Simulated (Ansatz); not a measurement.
Na3BiO3: ²³Na NMR of the central transition

Cell: a Materials Project structure (computed, not necessarily an observed phase).

Space group I-43m (No. 217); a = 9.5927 Å.

| site | Wyckoff | site symmetry | x | y | z |
| --- | --- | --- | --- | --- | --- |
| Na | 24g | ..m | 0.5980 | 0.1232 | 0.1232 |
| Bi | 8c | .3m | 0.3582 | 0.6418 | 0.3582 |
| O | 24g | ..m | 0.1282 | 0.3574 | 0.1282 |

One atom of each set is listed; the run and its k-mesh use a cell of 28 atoms with edges of 8.31, 8.31, 8.31 Å.

The numbers come from a DFT calculation in Ansatz (PBE, plane waves and PAW, scalar-relativistic, 420 eV cutoff, Γ-centred 4×4×4 k-points, Fermi–Dirac smearing 0.02 eV).

²³Na has I = 3/2 and Q = 104.0 mb (Pyykkö 2018); at 9.4 T its Larmor frequency is ν₀ = 105.9 MHz. Only the quadrupole interaction is simulated: positions count from each site's isotropic chemical shift, and J coupling is left out, as are shift anisotropy and dipolar coupling, which fast spinning averages.

Task: What does the ²³Na spectrum (fast magic-angle spinning) show for each site?

Result: 

```csv
site,first shell,C_Q (MHz),η,P_Q (MHz),δ_QIS (ppm),breadth (kHz)
Na,5 O at 2.31–2.45 Å,2.73,0.39,2.80,-17.4,4.28
```

δ_QIS = −(ν_Q²/30ν₀²)[I(I+1) − 3/4](1 + η²/3) × 10⁶ ppm with ν_Q = 3|C_Q|/[2I(2I−1)]; it falls as 1/B₀² in ppm, and the breadth as 1/B₀ in kHz.

At Na V_zz points along its shortest bond, to O (within 11°).
